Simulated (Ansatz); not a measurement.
A relaxed structure of GaP is spoiled in several ways and relaxed again each time (noise and exchanges are one random draw each; pressure is positive under compression). Calculation: r2SCAN (plane waves to 500 eV, PAW, scalar-relativistic; Ansatz, an electronic-structure program).

Space group F-43m (No. 216); a = 5.451 Å, b = 5.451 Å, c = 5.451 Å, α = 90.00°, β = 90.00°, γ = 90.00°

```tsv
atom	site	symmetry	x	y	z
P	4c	-43m	0.2500	0.2500	0.2500
Ga	4a	-43m	0.0000	0.0000	0.0000
```
(The calculation used a cell of 2 atoms; values per cell refer to that cell.)

```tsv
change	first pressure (GPa)	first V (Å³/atom)	released (eV/atom)	moves	outcome	final group	E − E(parent) (eV/atom)
with every coordinate shifted by Gaussian noise of σ = 0.2 Å	6.1	20.25	0.41	4	returns to the parent	F-43m	0.000
with every coordinate shifted by Gaussian noise of σ = 0.2 Å	8.6	20.25	0.59	4	returns to the parent	F-43m	0.000
deformed by the Cartesian strain tensor (xx, yy, zz, yz, xz, xy) = (-0.159, -0.092, 0.112, -0.026, 0.045, -0.049)	21.2	17.09	0.57	8	returns to the parent	F-43m	0.000
doubled along one cell vector, shaken by Gaussian noise of σ = 0.08 Å a coordinate	2.5	20.25	0.16	4	returns to the parent	F-43m	0.000
```

First-step values come from each run's starting, coarser k-mesh (7×7×7, 8×7×8, 4×7×7). Each cell has its own k-point mesh; energy differences are given only to the digits this allows. No spin polarisation in the result.
